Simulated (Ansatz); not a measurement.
Bi-209 nuclear quadrupole resonance in Bi4Te3

Cell: a COD entry, taken as it stands.

Space group R-3m:H (No. 166); a = 4.4510, c = 41.8880 Å, γ = 120.00°.

```
site  Wyckoff  site symmetry       x       y       z
 Bi1       6c             3m  0.0000  0.0000  0.7172
 Bi3       6c             3m  0.0000  0.0000  0.1460
 Te5       3a            -3m  0.0000  0.0000  0.0000
 Te6       6c             3m  0.0000  0.0000  0.4260
```

One atom of each set is listed; the run and its k-mesh use a cell of 7 atoms with edges of 14.20, 14.20, 14.20 Å.

Computed with Ansatz: DFT, PBE, plane waves and PAW, scalar-relativistic, 420 eV cutoff, Γ-centred 11×11×11 k-points, Fermi–Dirac smearing 0.02 eV.

Bi-209: I = 9/2, Q = -516.0 mb (year-2017 value). Static lattice, zero field.

Sites with a gradient: Bi1 (2 atoms; 6 Te at 3.12–3.33 Å); Bi3 (2 atoms; 3 Bi at 3.10 Å, 3 Te at 3.40 Å).

Question: The simulated spectrum has lines at 1.85, 3.23, 3.70, 5.55, 6.47, 7.40, 9.70, 12.9 MHz. Sort them into the sets that belong together, and say which site each set most likely comes from.

Answer: For I = 9/2 and η = 0 the lines are |C_Q|/24 times 1, 2, 3 and 4; η shifts the lowest up most. Bi1: 1.85, 3.70, 5.55, 7.40 MHz (|C_Q| = 44.4 MHz, η = 0.00). Bi3: 3.23, 6.47, 9.70, 12.9 MHz (|C_Q| = 77.6 MHz, η = 0.00).

The sites follow from the calculation. An axis of threefold or higher order runs through Bi1 and Bi3, so V_zz lies along it and η is zero.

The largest force is 0.4 eV/Å, so the atoms aren't at the calculated equilibrium and relaxing them would move these values. The run finds no gap above 0.1 eV (a metal, or nearly one), so the gradients can move by 10 % or more with the k-mesh. Spin–orbit coupling is left out, which shifts gradients on Bi by a few per cent in wide-gap crystals, and can shift them far more where the calculated gap is small or absent, as here. Newer work puts Q(²⁰⁹Bi) near −420 mb, which would lower these couplings by about a fifth.
